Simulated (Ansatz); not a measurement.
**RbCaH3: the gap from level to level**

A database entry relaxed whole under r2SCAN at zero pressure (Pm-3m, No. 221):

```
Rb Ca H
1.0
     4.51735    0.00000    0.00000
     0.00000    4.51735    0.00000
     0.00000    0.00000    4.51735
Rb Ca H
1 1 3
Direct
  0.00000 0.00000 0.00000
  0.50000 0.50000 0.50000
  0.00000 0.50000 0.50000
  0.50000 0.00000 0.50000
  0.50000 0.50000 0.00000
```

Its volume is 18.44 Å³ an atom, -1.9 % against the entry's 18.80, a cell as deposited in COD (1988).

Single points on this cell with plane-wave PAW DFT (Ansatz 0.2.0; r2SCAN 500 eV, hybrids 420 eV; fermi-dirac occupations of width 0.020 eV; no moments): r2SCAN on a 6×6×6 Γ-centred mesh; HSE06 on a 6×6×6 Γ-centred mesh; PBE0 on a 6×6×6 Γ-centred mesh.

Task: How do gap, pressure and charges move from level to level?

Result: The runs give:

```json
{"level": "r2SCAN", "gap (eV), or kind": "3.77", "pressure (GPa)": "0.0", "Bader charge of Rb (e)": "+0.79", "Bader charge of Ca (e)": "+1.51", "Bader charge of H (e)": "-0.77"}
{"level": "HSE06", "gap (eV), or kind": "4.46", "pressure (GPa)": "0.2", "Bader charge of Rb (e)": "+0.79", "Bader charge of Ca (e)": "+1.50", "Bader charge of H (e)": "-0.76"}
{"level": "PBE0", "gap (eV), or kind": "5.19", "pressure (GPa)": "0.1", "Bader charge of Rb (e)": "+0.79", "Bader charge of Ca (e)": "+1.50", "Bader charge of H (e)": "-0.76"}
```

Under r2SCAN the gap is 3.77 eV, over mesh and band path. HSE06 moves it by +0.69 eV and PBE0 by +1.42 eV; PBE0 keeps its exact exchange at long range, which widens the gap over HSE06's by 0.73 eV on their common mesh.

Caveats: the relaxation kept the start's symmetry; HSE06 is read on its mesh and at the zone's corners, PBE0 on its mesh alone; hybrid pressures are good to a few tenths of a GPa; pressure is positive in compression.
